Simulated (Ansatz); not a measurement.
TiRh: tetragonal deformation path

Method: DFT r2SCAN, scalar-relativistic, plane waves, PAW (Ansatz 0.2.0). The runs took a 500 eV cutoff, a Γ-centred 18×18×16 mesh and Gaussian smearing (0.15 eV). No spin polarisation. Energies are free energies at this smearing, counted from the undisturbed cell; pressure is positive in compression.

Reference structure (as given, not relaxed at this level; it stands at -3.0 GPa, and it needn't be the usual structure):

```
Ti Rh
1.0
     2.98800    0.00000    0.00000
     0.00000    2.98800    0.00000
     0.00000    0.00000    3.35000
Ti Rh
1 1
Direct
  0.50000 0.50000 0.50000
  0.00000 0.00000 0.00000
```

At fixed volume and fractional coordinates, lengths along (0.000, 0.000, 1.000) are scaled against those across it; ρ is that ratio over its starting value. The cell is metallic on the mesh throughout. At ρ = 0.892 the cell becomes cubic (Pm-3m), and there the slope of the energy vanishes by symmetry.

| ρ | ΔE (meV/atom) | pressure (GPa) |
| --- | --- | --- |
| 0.800 | 19.5 | -2.4 |
| 0.850 | 13.5 | -2.6 |
| 0.920 | 15.9 | -2.6 |
| 0.960 | 7.4 | -2.8 |
| 1.000 | 0.0 | -3.0 |
| 1.050 | 0.0 | -3.2 |
| 1.100 | 16.7 | -3.2 |
| 1.200 | 95.3 | -3.1 |
| 1.300 | 211.5 | -2.7 |

Cost: 9 runs of about 4.5 core-minutes in all, on Arm Neoverse V2 (shared hosts).